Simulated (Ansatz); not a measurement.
**Ansatz run on AlN**

System: AlN (zinc blende type), 2 atoms in the cell.

Ansatz input (lattice in Å, positions in fractions of it)
```yaml
crystal:
  lattice:
    - [0, 2.2, 2.2]
    - [2.2, 0, 2.2]
    - [2.2, 2.2, 0]
  atoms:
    - { symbol: Al, position: [0, 0, 0] }
    - { symbol: "N", position: [0.25, 0.25, 0.25] }
kpoints:
  mp_grid: { grid: [6, 6, 6] }
hamiltonian:
  xc: r2scan
  pseudopotentials: { kind: paw, source: ansatz }
scf:
  occupations: { method: fermi_dirac, width: 0.02 }
  convergence: { dr2_threshold: "1e-10 eV" }
  max_iter: 300
output:
  forces: true
  stress: true
  eigenvalues: true
```

Method: r²SCAN, plane waves, PAW datasets (earlier set, tuned by hand) (Ansatz 0.2.0 development build).

What the run gave

- Plane-wave cutoff used: 900 eV
- Pressure: -3.99 GPa
- Valence electrons: 16
- Irreducible k-points: 16
- CPU time: of the order of 3 core-seconds on a shared host

Stress tensor in GPa, compression positive:
```
-3.99  0.00  0.00
 0.00 -3.99  0.00
 0.00  0.00 -3.99
```

The stress includes the program's correction for the finite plane-wave basis.

This cubic structure is a model: it isn't the usual form of the substance at ambient conditions, and such phases are metastable or hypothetical.
